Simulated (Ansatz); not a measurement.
**Sn₂Pt at 6 GPa (stress–strain coefficients): relaxed-ion elastic tensor**

Theory: Ansatz 0.2.0, DFT LDA, scalar-relativistic, plane waves, PAW. Plane waves to 420 eV; Γ-centred k mesh 12×12×12; Fermi-Dirac smearing of 0.15 eV. No spin polarisation.

The cell, relaxed at 6 GPa:
```
Sn Pt
1.0
     0.00000    3.15443    3.15443
     3.15443    0.00000    3.15443
     3.15443    3.15443    0.00000
Sn Pt
2 1
Direct
  0.25000 0.25000 0.25000
  0.75000 0.75000 0.75000
  0.00000 0.00000 0.00000
```

In a metal, frequencies and elastic constants depend on the k mesh and the smearing, soft modes and shear constants most. Spin–orbit coupling is left out, which can shift energies with elements as heavy as these. Other phases may be more stable at this pressure.

Question: Give the relaxed-ion elastic constants (GPa, Voigt order xx yy zz yz xz xy, on the axes of the cell above).

Answer:
```
187.8 121.3 121.3   0.0   0.0   0.0
121.3 187.8 121.3   0.0   0.0   0.0
121.3 121.3 187.8   0.0   0.0   0.0
  0.0   0.0   0.0  24.4   0.0   0.0
  0.0   0.0   0.0   0.0  24.4   0.0
  0.0   0.0   0.0   0.0   0.0  24.4
```

Question: Is the crystal stable against homogeneous strain?

Answer: Yes: the least eigenvalue of the tensor is 24.4 GPa.

Question: And the moduli of a polycrystal (Hill averages)?

Answer: B = 143 GPa, G = 28 GPa, E = 78 GPa, ν = 0.41.